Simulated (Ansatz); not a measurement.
**ZrOs: pressure against volume, fitted**

```xyz
2
Lattice="3.2630 0.0000 0.0000 0.0000 3.2630 0.0000 0.0000 0.0000 3.2630" Properties=species:S:1:pos:R:3 pbc="T T T"
Zr    1.6315    1.6315    1.6315
Os    0.0000    0.0000    0.0000
```

Atoms are numbered in the order listed.

The conventional cell has a = 3.263 Å, b = 3.263 Å, c = 3.263 Å, α = 90.00°, β = 90.00°, γ = 90.00°. Around Zr (atom 1) lie 8 Os at 2.83 Å. Os (atom 2) is surrounded by 8 Zr at 2.83 Å.

The cell comes from COD entry 1523503, which wasn't checked; take it as a given geometry.

Spin–orbit coupling is left out, though it moves levels of the heavy atoms by tenths of an eV or more.

All numbers below come from Ansatz 0.2.0, DFT, LDA, all-electron LAPW, scalar-relativistic.

Settings: a Γ-centred 13×13×13 k mesh, Fermi–Dirac smearing of 0.03 eV, basis error target 0.25 meV/atom, no spin polarisation.

The cell is scaled evenly. Fractional coordinates are held (clamped ions).

```
V (Å³/atom)  P (GPa)
     16.329     6.91
     16.676     1.60
     17.023    -3.15
     17.197    -5.34
     17.371    -7.43
     17.545    -9.42
     17.718   -11.29
     18.066   -14.75
```

Question: Fit a third-order Birch–Murnaghan curve to the pressures.

Answer: P = (3B0/2)(y^(7/2) − y^(5/2))[1 + (3/4)(B0′ − 4)(y − 1)] with y = (V0/V)^(2/3) fits within 0.01 GPa for V0 = 16.789 Å³/atom, B0 = 234.3 GPa and B0′ = 4.14.

Question: Predict the pressure at the withheld volume, 18.413 Å³/atom.

Answer: There y = 0.9403, so the fit gives -17.87 GPa; the run gave -17.85 GPa.
